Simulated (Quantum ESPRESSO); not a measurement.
# Kohn-Sham bands of SnO$_{2}$ (Pnnm)

```
CELL_PARAMETERS angstrom
      4.78800     0.00000     0.00000
      0.00000     4.86658     0.00000
      0.00000     0.00000     3.24090
ATOMIC_POSITIONS crystal
  Sn 0.50000 0.50000 0.50000
  Sn 0.00000 0.00000 0.00000
  O  0.29185 0.32104 0.00000
  O  0.70815 0.67896 0.00000
  O  0.79185 0.17896 0.50000
  O  0.20815 0.82104 0.50000
```

Structure: Materials Project mp-550172, symmetrised, not relaxed again. Not found in the COD (Crystallography Open Database) copy used, which has the formula in other groups; not checked further. Method: LDA plane waves in Quantum ESPRESSO 7.5 (PseudoDojo norm-conserving files, 68 Ry, no spin polarisation, no spin-orbit coupling), Bloch states on a 6×6×4 mesh through Γ, Wannier90 4.0.1. Density: 6×6×10 mesh, Gaussian smearing 0.01 Ry. Spin-orbit coupling is left out although heavy elements are present.

The lattice is scaled uniformly by ε, fractional positions fixed (axis ratios and free coordinates are held, so this isn't the response to pressure); Kohn-Sham values from pw.x, the row at -1.0 % withheld:

| ε (%) | gap (eV) | width of the top valence group (eV) | direct gap at Γ (eV) | direct gap at X (eV) |
|---|---|---|---|---|
| -2.0 | 1.275 | 8.238 | 1.275 | 4.779 |
| -1.0 | ? | ? | ? | ? |
| 0.0 | 0.657 | 8.006 | 0.670 | 4.117 |
| 1.0 | 0.411 | 7.899 | 0.470 | 3.810 |
| 2.0 | 0.260 | 7.790 | 0.426 | 3.520 |

Fit y = y₀ + bε + cε² to the rows at -2.0, 0 and 2.0 %, check it on the fourth row, and predict the withheld one.


- gap (eV): b = (0.260 − 1.275)/4 = -0.2537, c = (0.260 + 1.275 − 2×0.657)/8 = 0.02762. Check at 1.0 %: 0.431 for 0.411. Prediction 0.938; the run gives 0.952.
- width of the top valence group (eV): b = (7.790 − 8.238)/4 = -0.1120, c = (7.790 + 8.238 − 2×8.006)/8 = 0.00200. Check at 1.0 %: 7.896 for 7.899. Prediction 8.120; the run gives 8.116.
- direct gap at Γ (eV): b = (0.426 − 1.275)/4 = -0.2122, c = (0.426 + 1.275 − 2×0.670)/8 = 0.04512. Check at 1.0 %: 0.503 for 0.470. Prediction 0.927; the run gives 0.952. The check misses, so a parabola doesn't hold here.
- direct gap at X (eV): b = (3.520 − 4.779)/4 = -0.3147, c = (3.520 + 4.779 − 2×4.117)/8 = 0.00812. Check at 1.0 %: 3.810 for 3.810. Prediction 4.440; the run gives 4.440.
